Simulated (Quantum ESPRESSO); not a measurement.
One change at a time to AgMg2Mo3Sc2

These are calculations, not measurements. They come from Quantum ESPRESSO 7.5, a public plane-wave density functional program. Each row is one single-point run on a made-up periodic cell of eight metal atoms, with elements, volume, strain and displacements drawn at random and not relaxed, so a cell may be unstable or far from any real phase. There is no spin polarisation or spin-orbit coupling.

Settings: PBE unless stated; PseudoDojo standard norm-conserving files; Fermi-Dirac width 0.25 eV, which means electrons at about 2900 K; cutoff 1197 eV; 8 x 4 x 3 k mesh shifted half a step off Gamma. E is the free energy of the whole cell (internal energy minus TS), so a -TS column is already part of it. Stress is positive in tension, and the pressure P is minus a third of its trace.

Checks: one run of this series was repeated at a higher cutoff and on a denser mesh, which moved values by no more than 0.005 eV, 0.02 GPa and 0.006 eV/Å, and a second program with other atomic files agreed on it to 2 % rms in force and 0.5 GPa in pressure. Known limits: a spin test at this wide smearing found no moment, but such smearing suppresses magnetism that the real alloy may have.

The lattice is face-centred cubic, and the cell vectors in Å are (0.000, 2.123, 2.123); (0.000, 4.245, -4.245); (-8.491, -2.123, 2.123), a volume of 153.02 Å³ in run 1. The elements on sites 1 to 8 are Mo Mo Sc Sc Mo Mg Ag Mg. Each later run makes one change to run 1 and keeps the rest. E is counted from run 1, and is n/a where other atomic files have another zero of energy.

```
run                           change  V (Å³)  P (GPa)  -TS (eV)  rms force (eV/Å)  largest change of a force component (eV/Å)  E (eV)
  1                             none  153.02    -3.90    -1.820             0.627                                       0.000   0.000
  2          sites 6 and 7 exchanged  153.02    -4.24    -1.778             0.464                                       0.953  -0.358
  3    all lengths scaled by +0.77 %  156.58    -5.80    -1.864             0.627                                       0.046   0.108
  4              LDA in place of PBE  153.02   -10.97    -1.843             0.687                                       0.274     n/a
  5                     Rh on site 4  153.02   -10.79    -1.968             0.724                                       1.147     n/a
  6  site 4 moved by -0.13 Å along x  153.02    -3.71    -1.809             0.563                                       0.712       ?
```

## Worked estimate

Along the move dE = -F dx. The force on site 4 along x is -1.268 eV/Å in run 1 and -0.556 eV/Å in run 6, and the move is -0.13 Å, so the mean force times the move gives an estimate.

## Withheld value

Question: what E should run 6 give?

The estimate is -0.119 eV. The calculation gave -0.119 eV.
